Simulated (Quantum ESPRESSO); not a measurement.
Band energies of K2Se at +1 % isotropic strain

```
CELL_PARAMETERS angstrom
      0.00000     3.84233     3.84233
      3.84233     0.00000     3.84233
      3.84233     3.84233     0.00000
ATOMIC_POSITIONS crystal
  K  0.25000 0.25000 0.25000
  K  0.75000 0.75000 0.75000
  Se 0.00000 0.00000 0.00000
```

norm-conserving PBEsol (Quantum ESPRESSO, 86 Ry, without SOC); path ΓXWKΓLUWLK,UX; energies in eV from the valence-band maximum.

```csv
k (1/Å),point,band 13,band 14,band 15,band 16,band 17,band 18,band 19,band 20
0.00,Γ,-12.62,-10.04,-0.13,-0.13,-0.13,2.05,5.29,5.29
0.23,,-12.62,-9.99,-0.36,-0.11,-0.11,2.62,5.09,5.43
0.47,,-12.60,-9.90,-0.64,-0.05,-0.05,3.55,4.76,5.71
0.70,,-12.58,-9.84,-0.76,-0.01,-0.01,3.36,4.99,5.97
0.82,X,-12.57,-9.83,-0.77,0.00,0.00,3.29,4.90,6.37
0.95,,-12.57,-9.83,-0.72,-0.06,-0.01,3.34,4.97,6.25
1.23,W,-12.58,-9.83,-0.40,-0.40,-0.02,3.53,5.48,5.48
1.52,K,-12.58,-9.83,-0.57,-0.23,0.00,3.54,5.09,6.08
1.73,,-12.59,-9.85,-0.48,-0.30,-0.02,3.92,4.97,5.65
1.95,,-12.60,-9.92,-0.52,-0.13,-0.06,3.51,5.10,5.30
2.17,,-12.62,-10.00,-0.32,-0.12,-0.11,2.54,5.25,5.32
2.38,Γ,-12.62,-10.04,-0.13,-0.13,-0.13,2.05,5.29,5.29
2.58,,-12.63,-10.00,-0.31,-0.11,-0.11,2.48,5.29,5.29
2.79,,-12.66,-9.93,-0.54,-0.07,-0.07,3.35,5.36,5.36
2.99,,-12.70,-9.88,-0.66,-0.04,-0.04,4.14,4.93,5.47
3.09,L,-12.71,-9.87,-0.67,-0.03,-0.03,4.43,4.61,5.49
3.19,,-12.68,-9.87,-0.65,-0.06,-0.03,4.46,4.51,5.53
3.39,,-12.61,-9.85,-0.55,-0.24,-0.02,3.90,4.99,5.75
3.59,U,-12.58,-9.83,-0.57,-0.23,0.00,3.54,5.09,6.08
3.88,W,-12.58,-9.83,-0.40,-0.40,-0.02,3.53,5.48,5.48
4.05,,-12.59,-9.83,-0.46,-0.34,-0.02,3.67,5.31,5.57
4.21,,-12.63,-9.85,-0.58,-0.19,-0.02,4.04,4.86,5.70
4.38,,-12.69,-9.87,-0.66,-0.05,-0.03,4.49,4.50,5.52
4.46,L,-12.71,-9.87,-0.67,-0.03,-0.03,4.43,4.61,5.49
4.54,,-12.69,-9.87,-0.66,-0.05,-0.03,4.49,4.50,5.52
4.71,,-12.62,-9.85,-0.58,-0.19,-0.02,4.03,4.86,5.73
4.88,,-12.58,-9.83,-0.53,-0.28,-0.01,3.65,5.11,5.93
4.96,K,-12.58,-9.83,-0.57,-0.23,0.00,3.54,5.09,6.08
4.96,U,-12.58,-9.83,-0.57,-0.23,0.00,3.54,5.09,6.08
5.25,X,-12.57,-9.83,-0.77,0.00,0.00,3.29,4.90,6.37
```

The PBEsol gap is indirect, 2.05 eV, from X to Γ; the smallest direct gap is 2.18 eV. Another valence extremum on the path lies within 0.02 eV, too close to call.

Spin-orbit splittings are left out.

Geometry strained from the cell relaxed with PBEsol, atoms relaxed again.
